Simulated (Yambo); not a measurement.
Sr2MgH6 (space group P-3m1, No. 164), G0W0@LDA in Yambo with this input:

```
rim_cut
gw0
dyson
el_el_corr
HF_and_locXC
ppa
em1d
RandQpts= 1000000
RandGvec= 1 Ry
EXXRLvcs= 84 Ry
VXCRLvcs= 336 Ry
Chimod= "HARTREE"
% BndsRnXp
 5 | 155 |
%
NGsBlkXp= 7 Ry
% LongDrXp
 1.0 | 1.0 | 1.0 |
%
PPAPntXp= 27.2114 eV
% GbndRnge
 1 | 155 |
%
GTermKind= "BG"
DysSolver= "n"
ExtendOut
```

On a 3×3×4 mesh, with wavefunctions cut at 84 Ry, the gap (K → Γ) is 4.284 eV and the valence edge shifts by -1.092 eV.

**Question.** What happens with this change: pole fitted at 10 eV?

**Answer.** The gap falls by 0.032 eV, to 4.252 eV; the shift of the valence edge becomes -0.948 eV. Neither run is shown to be the converged limit.

Geometry of the Materials Project entry, not relaxed at this level; primitive cell a = 5.4754 Å, b = 5.4754 Å, c = 4.1885 Å, α = 90.00°, β = 90.00°, γ = 120.00°.

The structure is a Materials Project entry; no match was found in the copy of COD used, and its stability was not checked.

A shift is the quasiparticle energy of the state minus its LDA energy.
